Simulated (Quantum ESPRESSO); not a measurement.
# Ir3Ag4Ti: finding a planted mistake in a log

A calculation, not a measurement. The program is pw.x of Quantum ESPRESSO 7.5 (plane-wave density functional theory). The cell is made up: eight metal atoms on a face-centred cubic lattice, with elements, volume, strain and displacements drawn at random and not relaxed, so it may be unstable or far from any real phase. PseudoDojo standard norm-conserving files set the functional (PBE unless stated); there is no spin polarisation or spin-orbit coupling, the Fermi-Dirac width of 0.25 eV means electrons at about 2900 K, and the masses in the input are unused placeholders. Heavy elements are run without spin-orbit coupling, which real alloys of them have. A spin test at this wide smearing found no moment, but such smearing suppresses magnetism that the real alloy may have.

Intended input:

```
&control calculation='scf', pseudo_dir='./dojo.nc.sr.pbe.v0_5.standard.upf', outdir='./o', disk_io='minimal', tprnfor=.true., tstress=.true. /
&system ibrav=0, nat=8, ntyp=3, nbnd=84, ecutwfc=84.00895049, nosym=.true., tot_charge=0,
 occupations='smearing', smearing='fd', degauss=0.0183746611
/
&electrons conv_thr=1.470e-08, electron_maxstep=70, mixing_beta=0.5 /
ATOMIC_SPECIES
Ag 1.0 Ag.upf
Ir 1.0 Ir.upf
Ti 1.0 Ti.upf
CELL_PARAMETERS angstrom
0.0339 -1.9411 -1.9461
-4.0214 2.0536 -1.9908
5.9035 5.8573 -4.0277
ATOMIC_POSITIONS angstrom
Ir -0.0511 -0.1142 -0.0433
Ag -0.1434 1.9385 -1.9952
Ir -0.0706 3.9144 -3.992
Ti 3.9049 4.0669 -3.9642
Ag -1.998 0.0137 -1.9803
Ag -2.0335 1.9719 -4.1097
Ag 2.0046 1.9713 -4.0673
Ir 1.9603 4.0064 -5.8635
K_POINTS automatic
8 5 3 1 1 1
```

The log is shortened where brackets say so; the opening notice, blank lines, dates and the lines on written files are dropped, and the path of the files is cut. It prints rydbergs, bohrs and kilobars, and counts compression as positive stress. Its total energy is the free energy E - TS of the whole cell.

Log of the intended run:

```
     Program PWSCF v.7.5
     Parallel version (MPI & OpenMP), running on       4 processor cores
     Number of MPI processes:                 4
     Threads/MPI process:                     1
     [start-up lines left out]
     bravais-lattice index     =            0
     lattice parameter (alat)  =       5.1946  a.u.
     unit-cell volume          =     835.4501 (a.u.)^3
     number of atoms/cell      =            8
     number of atomic types    =            3
     number of electrons       =       139.00
     number of Kohn-Sham states=           84
     kinetic-energy cutoff     =      84.0090  Ry
     charge density cutoff     =     336.0358  Ry
     scf convergence threshold =      1.5E-08
     mixing beta               =       0.5000
     number of iterations used =            8  plain     mixing
     Exchange-correlation= PBE
                           (   1   4   3   4   0   0   0)
     [axes and pseudopotential details left out]
   Cartesian axes
     site n.     atom                  positions (alat units)
         1        Ir     tau(   1) = (  -0.0185894  -0.0415442  -0.0157519  )
         2        Ag     tau(   2) = (  -0.0521668   0.7051971  -0.7258237  )
         3        Ir     tau(   3) = (  -0.0256832   1.4239998  -1.4522295  )
         4        Ti     tau(   4) = (   1.4205438   1.4794770  -1.4421163  )
         5        Ag     tau(   5) = (  -0.7268423   0.0049839  -0.7204033  )
         6        Ag     tau(   6) = (  -0.7397567   0.7173475  -1.4950470  )
         7        Ag     tau(   7) = (   0.7292433   0.7171293  -1.4796225  )
         8        Ir     tau(   8) = (   0.7131276   1.4574680  -2.1330530  )
     number of k points=    60  Fermi-Dirac smearing, width (Ry)=  0.0184
                       cart. coord. in units 2pi/alat
        k(    1) = (  -0.0088755   0.0156307  -0.1040268), wk =   0.0333333
        k(    2) = (  -0.1252371  -0.1012147   0.0104915), wk =   0.0333333
     [further k points left out]
     Dense  grid:    86911 G-vectors     FFT dimensions: (  32,  60, 108)
     Estimated max dynamical RAM per process >     377.11 MB
     Estimated total dynamical RAM >       1.41 GB
     Initial potential from superposition of free atoms
     starting charge     138.9961, renormalised to     139.0000
     Starting wfcs are   80 randomized atomic wfcs +    4 random wfcs
     total cpu time spent up to now is        6.2 secs
     per-process dynamical memory:   306.8 Mb
     Self-consistent Calculation
     iteration #  1     ecut=    84.01 Ry     beta= 0.50
     Davidson diagonalization with overlap
     ethr =  1.00E-02,  avg # of iterations =  3.0
     total cpu time spent up to now is       23.2 secs
     total energy              =   -2046.32440807 Ry
     estimated scf accuracy    <       5.42629121 Ry
     iteration #  2     ecut=    84.01 Ry     beta= 0.50
     Davidson diagonalization with overlap
     ethr =  3.90E-03,  avg # of iterations =  4.2
     total cpu time spent up to now is       43.2 secs
     total energy              =   -2041.12463806 Ry
     estimated scf accuracy    <     126.25211590 Ry
     [iterations 3 to 17 left out]
     iteration # 18     ecut=    84.01 Ry     beta= 0.50
     Davidson diagonalization with overlap
     ethr =  4.41E-11,  avg # of iterations =  1.8
     total cpu time spent up to now is      284.0 secs
     total energy              =   -2049.78473827 Ry
     estimated scf accuracy    <       0.00000002 Ry
     iteration # 19     ecut=    84.01 Ry     beta= 0.50
     Davidson diagonalization with overlap
     ethr =  1.69E-11,  avg # of iterations =  1.1
     total cpu time spent up to now is      297.2 secs
     End of self-consistent calculation
     [lines on levels left out]
!    total energy              =   -2049.78473827 Ry
     estimated scf accuracy    <          8.3E-10 Ry
     smearing contrib. (-TS)   =      -0.09131691 Ry
     internal energy E=F+TS    =   -2049.69342137 Ry
     The total energy is F=E-TS. E is the sum of the following terms:
     one-electron contribution =    -641.01164796 Ry
     hartree contribution      =     406.94736125 Ry
     xc contribution           =    -334.03491744 Ry
     ewald contribution        =   -1481.59421721 Ry
     convergence has been achieved in  19 iterations
     Forces acting on atoms (cartesian axes, Ry/au):
     atom    1 type  2   force =    -0.01575773   -0.02694274    0.03815127
     atom    2 type  1   force =     0.03329251    0.00398860   -0.01163348
     atom    3 type  2   force =     0.05231382    0.05501934   -0.05455289
     atom    4 type  3   force =     0.04147992   -0.01039942   -0.00243192
     atom    5 type  1   force =    -0.02096282    0.00234119   -0.00373446
     atom    6 type  1   force =    -0.02252679    0.00769334    0.01384390
     atom    7 type  1   force =    -0.01136167   -0.01513070    0.03062903
     atom    8 type  2   force =    -0.05647724   -0.01656962   -0.01027143
     Total force =     0.142643     Total SCF correction =     0.000075
     Computing stress (Cartesian axis) and pressure
          total   stress  (Ry/bohr**3)                   (kbar)     P=       77.92
   0.00044432   0.00016337  -0.00003331           65.36       24.03       -4.90
   0.00016337   0.00055482   0.00015470           24.03       81.62       22.76
  -0.00003331   0.00015470   0.00059002           -4.90       22.76       86.79
     init_run     :      5.79s CPU      6.00s WALL (       1 calls)
     electrons    :    285.85s CPU    290.97s WALL (       1 calls)
     forces       :      2.40s CPU      2.40s WALL (       1 calls)
     stress       :      8.32s CPU      8.33s WALL (       1 calls)
     [timing details left out]
     PWSCF        :   5m 2.61s CPU   5m 8.01s WALL
     JOB DONE.
```

A second run was made from an input with one planted mistake. Its log:

```
     Program PWSCF v.7.5
     Parallel version (MPI & OpenMP), running on       4 processor cores
     Number of MPI processes:                 4
     Threads/MPI process:                     1
     [start-up lines left out]
     bravais-lattice index     =            0
     lattice parameter (alat)  =       5.1495  a.u.
     unit-cell volume          =     813.8341 (a.u.)^3
     number of atoms/cell      =            8
     number of atomic types    =            3
     number of electrons       =       139.00
     number of Kohn-Sham states=           84
     kinetic-energy cutoff     =      84.0090  Ry
     charge density cutoff     =     336.0358  Ry
     scf convergence threshold =      1.5E-08
     mixing beta               =       0.5000
     number of iterations used =            8  plain     mixing
     Exchange-correlation= PBE
                           (   1   4   3   4   0   0   0)
     [axes and pseudopotential details left out]
   Cartesian axes
     site n.     atom                  positions (alat units)
         1        Ir     tau(   1) = (  -0.0186057  -0.0415417  -0.0157433  )
         2        Ag     tau(   2) = (  -0.0521840   0.7051809  -0.7258049  )
         3        Ir     tau(   3) = (  -0.0256883   1.4239765  -1.4522337  )
         4        Ti     tau(   4) = (   1.4205269   1.4794633  -1.4421051  )
         5        Ag     tau(   5) = (  -0.7268324   0.0049909  -0.7204104  )
         6        Ag     tau(   6) = (  -0.7397500   0.7173278  -1.4950230  )
         7        Ag     tau(   7) = (   0.7292545   0.7171076  -1.4796101  )
         8        Ir     tau(   8) = (   0.7131075   1.4574447  -2.1330473  )
     number of k points=    60  Fermi-Dirac smearing, width (Ry)=  0.0184
                       cart. coord. in units 2pi/alat
        k(    1) = (  -0.0088757   0.0156312  -0.1040259), wk =   0.0333333
        k(    2) = (  -0.1252380  -0.1012161   0.0104919), wk =   0.0333333
     [further k points left out]
     Dense  grid:    84553 G-vectors     FFT dimensions: (  32,  54, 108)
     Estimated max dynamical RAM per process >     366.56 MB
     Estimated total dynamical RAM >       1.37 GB
     Initial potential from superposition of free atoms
     starting charge     138.9961, renormalised to     139.0000
     Starting wfcs are   80 randomized atomic wfcs +    4 random wfcs
     total cpu time spent up to now is        5.6 secs
     per-process dynamical memory:   291.1 Mb
     Self-consistent Calculation
     iteration #  1     ecut=    84.01 Ry     beta= 0.50
     Davidson diagonalization with overlap
     ethr =  1.00E-02,  avg # of iterations =  3.0
     total cpu time spent up to now is       21.4 secs
     total energy              =   -2046.05843758 Ry
     estimated scf accuracy    <       5.79776575 Ry
     iteration #  2     ecut=    84.01 Ry     beta= 0.50
     Davidson diagonalization with overlap
     ethr =  4.17E-03,  avg # of iterations =  4.2
     total cpu time spent up to now is       39.8 secs
     total energy              =   -2040.71633267 Ry
     estimated scf accuracy    <     131.87819835 Ry
     [iterations 3 to 15 left out]
     iteration # 16     ecut=    84.01 Ry     beta= 0.50
     Davidson diagonalization with overlap
     ethr =  2.29E-10,  avg # of iterations =  1.0
     total cpu time spent up to now is      226.2 secs
     total energy              =   -2049.76896836 Ry
     estimated scf accuracy    <       0.00000008 Ry
     iteration # 17     ecut=    84.01 Ry     beta= 0.50
     Davidson diagonalization with overlap
     ethr =  6.06E-11,  avg # of iterations =  1.1
     total cpu time spent up to now is      237.9 secs
     End of self-consistent calculation
     [lines on levels left out]
!    total energy              =   -2049.76896836 Ry
     estimated scf accuracy    <          4.4E-09 Ry
     smearing contrib. (-TS)   =      -0.08859840 Ry
     internal energy E=F+TS    =   -2049.68036997 Ry
     The total energy is F=E-TS. E is the sum of the following terms:
     one-electron contribution =    -620.99434928 Ry
     hartree contribution      =     400.13267219 Ry
     xc contribution           =    -334.22218012 Ry
     ewald contribution        =   -1494.59651275 Ry
     convergence has been achieved in  17 iterations
     Forces acting on atoms (cartesian axes, Ry/au):
     atom    1 type  2   force =    -0.01302496   -0.02571237    0.03872125
     atom    2 type  1   force =     0.03718064    0.00460356   -0.01301885
     atom    3 type  2   force =     0.05358432    0.05746649   -0.05695415
     atom    4 type  3   force =     0.04251463   -0.01426056   -0.00062274
     atom    5 type  1   force =    -0.02188502    0.00330594   -0.00483770
     atom    6 type  1   force =    -0.02590123    0.00802465    0.01549163
     atom    7 type  1   force =    -0.01222890   -0.01745649    0.03422030
     atom    8 type  2   force =    -0.06023948   -0.01597124   -0.01299974
     Total force =     0.149995     Total SCF correction =     0.000575
     Computing stress (Cartesian axis) and pressure
          total   stress  (Ry/bohr**3)                   (kbar)     P=      137.24
   0.00084008   0.00018845  -0.00003831          123.58       27.72       -5.64
   0.00018845   0.00096038   0.00017696           27.72      141.28       26.03
  -0.00003831   0.00017696   0.00099826           -5.64       26.03      146.85
     init_run     :      5.13s CPU      5.35s WALL (       1 calls)
     electrons    :    227.75s CPU    232.28s WALL (       1 calls)
     forces       :      2.36s CPU      2.37s WALL (       1 calls)
     stress       :      8.05s CPU      8.06s WALL (       1 calls)
     [timing details left out]
     PWSCF        :   4m 3.60s CPU   4m 8.38s WALL
     JOB DONE.
```

Question: the log repeats what the program read. Compare it with the intended run: what was wrong in the second input?

Answer: the cell and the positions are scaled by a wrong factor. The input lines that differ:

```
- 0.0339 -1.9411 -1.9461
- -4.0214 2.0536 -1.9908
- 5.9035 5.8573 -4.0277
+ 0.0336 -1.9242 -1.9292
+ -3.9864 2.0357 -1.9735
+ 5.8521 5.8063 -3.9927
- Ir -0.0511 -0.1142 -0.0433
- Ag -0.1434 1.9385 -1.9952
- Ir -0.0706 3.9144 -3.992
- Ti 3.9049 4.0669 -3.9642
- Ag -1.998 0.0137 -1.9803
- Ag -2.0335 1.9719 -4.1097
- Ag 2.0046 1.9713 -4.0673
- Ir 1.9603 4.0064 -5.8635
+ Ir -0.0507 -0.1132 -0.0429
+ Ag -0.1422 1.9216 -1.9778
+ Ir -0.07 3.8803 -3.9573
+ Ti 3.8709 4.0315 -3.9297
+ Ag -1.9806 0.0136 -1.9631
+ Ag -2.0158 1.9547 -4.0739
+ Ag 1.9872 1.9541 -4.0319
+ Ir 1.9432 3.9715 -5.8125
```

```
                                            intended run  run with the mistake
                          free energy (eV)    -27888.742            -27888.528
         entropy term -TS, part of it (eV)        -1.242                -1.205
                            pressure (GPa)          7.79                 13.72
size of the largest force component (eV/Å)         1.452                 1.549
largest change of a force component (eV/Å)                               0.100
                                iterations            19                    17
```

For scale, a rerun of the intended cell at a higher cutoff and on a denser mesh moved values by no more than 0.014 eV in energy, 0.15 GPa in stress and 0.009 eV/Å in force, and a second program with other atomic files agreed on that cell to 2 % rms in force and 0.5 GPa in pressure.